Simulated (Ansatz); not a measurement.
One crystal and one scan (energy against volume) at two levels, PBE (plane waves to 420 eV, PAW, scalar-relativistic; Ansatz, a program for electronic structure) and r2SCAN (plane waves to 500 eV, PAW, scalar-relativistic; Ansatz), each from its own relaxed cell and on its own mesh. The cell shown is that of PBE.

BaF₂ (fluorite)

```xyz
3
Lattice="0.0000 3.1232 3.1232 3.1232 0.0000 3.1232 3.1232 3.1232 0.0000" Properties=species:S:1:pos:R:3 pbc="T T T"
Ba     0.0000     0.0000     0.0000
F      1.5616     1.5616     1.5616
F      4.6848     4.6848     4.6848
```

The volume is varied about the relaxed value V₀ at fixed cell shape. Symmetry pins the atoms to their sites.

The energy includes the smearing's −TS. BaF2 was relaxed with its symmetry unable to fall. Both scans cover V/V₀ from 0.940 to 1.060.

ΔE (meV/atom), each from the relaxed starting cell of its own level:

```tsv
V/V₀	PBE	r2SCAN
0.940	13.9	withheld
0.952	8.7	9.6
0.964	4.8	5.3
0.976	2.1	2.3
0.988	0.6	0.6
1.000	0.0	0.0
1.012	0.5	0.5
1.024	1.9	2.1
1.036	4.2	4.6
1.048	7.2	8.0
1.060	11.0	12.2
```

Estimate the r2SCAN value at 0.940 from the PBE value there and the ratio of the two levels in the two nearest given rows on that side of the minimum.

At 0.952 and 0.964 the ratio r2SCAN/PBE averages 1.104, which gives 1.104 × 13.9 = 15.3 meV/atom. The calculation gives 15.3 meV/atom, +10.1 % against PBE.

(Under strain, the slope of the energy per volume gives the stress and its curvature an elastic modulus.)
